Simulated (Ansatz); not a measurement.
Consider the following.

Ir (fcc, Cu type)

```
CELL_PARAMETERS angstrom
      0.00000     3.87085     3.87085
      1.93542     1.93542     3.87085
      1.93542     1.93542     0.00000
ATOMIC_POSITIONS crystal
  Ir 0.00000 0.00000 0.00000
  Ir 0.50000 0.00000 0.00000
```

The atoms are displaced by Q × the pattern below (from a DFPT mode at X = (0.5, 0.5, 0.0), largest move 1; Q in Å), at fixed cell. (q is in reciprocal vectors of the primitive cell; the cell shown is doubled to hold the pattern.)

```csv
atom,x,y,z
Ir1,0.000,0.000,-1.000
Ir2,0.000,0.000,1.000
```

Calculation: PBE (plane waves to 420 eV, PAW, scalar-relativistic; Ansatz, a program for electronic structure). k mesh 21×21×21 (Γ-centred), Fermi-Dirac smearing 0.05 eV. The energy includes the smearing's −TS. With partly filled bands, energies and forces of such displacements shift with the k mesh and the smearing. Ir is run without spin polarisation. Ir was relaxed with its symmetry unable to fall. Spin-orbit coupling is left out, though Ir is heavy. The zero of ΔE is the undisplaced structure.

The scan covers Q from -0.280 to 0.280 Å in 13 points.

Problem. Is this a single well or a double well?

Solution. A single well with its minimum at or next to zero displacement.

Problem. Which space group does the distorted structure have?

Solution. P4/nmm (No. 129), lowered from Fm-3m.

Problem. What is the energy change at Q = 0.280 Å?

Solution. 2276 meV/cell.

Problem. What harmonic wavenumber does the curvature at Q = 0 give?

Solution. 183 cm⁻¹.

(A displaced cell: forces are minus the slopes of the energy, force constants its curvatures, and phonons follow from these.)
